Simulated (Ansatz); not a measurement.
# ⁶³Cu nuclear quadrupole resonance in CaCu₂S₂

Cell: a diffraction structure from the COD, its atoms then relaxed with PBE in this cell.

```
Ca Cu S
1.0
     3.94000    0.00000    0.00000
    -1.97000    3.41214    0.00000
     0.00000    0.00000    6.52300
Ca Cu S
1 2 2
Direct
  0.00000 0.00000 0.00000
  0.33333 0.66667 0.37257
  0.66667 0.33333 0.62743
  0.33333 0.66667 0.74150
  0.66667 0.33333 0.25850
```

Sites (sets of like atoms) are named by element and the number of their first atom in this list.

All values are calculated (Ansatz; DFT, LDA, plane waves and PAW, scalar-relativistic, 420 eV cutoff, Γ-centred 8×8×5 k-points, Fermi–Dirac smearing 0.02 eV), not measured.

⁶³Cu: I = 3/2, Q = -220.0 mb (year-2017 value). Static lattice, zero field.

Task: Predict the zero-field ⁶³Cu lines of each site.

Result: For I = 3/2 there is one line, ν = (|C_Q|/2)(1 + η²/3)^½.

```json
{"site": "Cu", "atoms": "2, 3", "V_zz (10²¹ V/m²)": "0.71", "C_Q (MHz)": "-3.79", "η": "0.00", "line frequencies (MHz)": "1.89"}
```

Task: And for ⁶⁵Cu (I = 3/2, Q = -204.0 mb) on Cu?

Result: C_Q scales with Q to -3.51 MHz, with lines at 1.76 MHz.

An axis of threefold or higher order runs through Cu, so V_zz lies along it and η is zero.

At this cell the LDA pressure is -8 GPa, so with LDA the cell would shrink if it were relaxed. The largest force is 0.3 eV/Å, so the atoms aren't at the calculated equilibrium and relaxing them would move these values. With a gap of 0.9 eV on this mesh, small gradients can still move by 0.1 × 10²¹ V/m² or more as the k-mesh gets denser.

The run took 12 s of wall time (12 s of CPU time) and 0.44 GiB at its peak, on 1 thread of Arm Neoverse V1 (aarch64; 28 cores open to the job, memory cap 3.0 GiB, no GPU), a shared host with a load of 0.9 a core.
